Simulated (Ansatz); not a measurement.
# Relaxing Bi

Theory: Ansatz, DFT PBEsol, scalar-relativistic, plane waves, PAW. Run with 420 eV cutoff, 14×14×8 k-mesh, Gaussian smearing of 0.10 eV, no spin polarisation.

What was changed: uniaxial strain along c, with a, b and atoms relaxed: +1.5 %.

Spin–orbit coupling is left out, which can shift energies with elements as heavy as these.

Input:

```yaml
crystal:
  lattice:
    - [3.2359958945, 0.0, -0.0001359244]
    - [0.0, 3.2180129466, 0.0]
    - [-0.0142943226, 0.0, 6.4047870011]
  atoms:
    - { symbol: Bi, position: [0.3983292417, 0.0, 0.2500193853] }
    - { symbol: Bi, position: [0.6016707583, 0.0, 0.7499806147] }
basis:
  ecutwfc: 420
kpoints:
  mp_grid: { grid: [14, 14, 8] }
hamiltonian:
  xc: pbesol
scf:
  occupations: { method: gaussian, width: 0.1 }
output:
  forces: true
  stress: true
  eigenvalues: true
relax:
  adjacent_minimum: "off"
  f_tol: 0.008
  max_steps: 40
  cell: { stress_tol: 0.05, fix: [c, angles] }
```

F is the free energy. Steps run on the plane waves of an earlier cell, but the last one, and at times one on the way, on a freshly chosen basis, so a repeated geometry can differ a little in energy. The held parts of the cell keep their stress, so P needn't end at zero.

Steps:

```csv
step,F − F(1) (eV),largest force component (eV/Å),V (Å³/atom),P (GPa)
1,0.0000,0.039,33.348,-0.38
2,-0.0023,0.014,33.460,-0.44
3,-0.0029,0.004,33.381,-0.25
4,-0.0030,0.001,33.366,-0.20
5,-0.0030,0.001,33.366,-0.20
```

Relaxed structure:

```yaml
crystal:
  lattice:
    - [3.23521, 0.00000, -0.00014]
    - [0.00000, 3.22053, 0.00000]
    - [-0.01429, 0.00000, 6.40479]
  atoms:
    - { symbol: Bi, position: [0.42417, 0.00000, 0.25000] }
    - { symbol: Bi, position: [0.57583, 0.00000, 0.75000] }
```

The structure is monoclinic, space group P2/m (No. 10). The conventional cell has a = 3.235 Å, b = 3.221 Å, c = 6.405 Å, α = 90.00°, β = 90.13°, γ = 90.00°. Bi (site symmetry m) is surrounded by 6 Bi at 3.22 to 3.24 Å.

The run converged. The run took of the order of 90 core-seconds.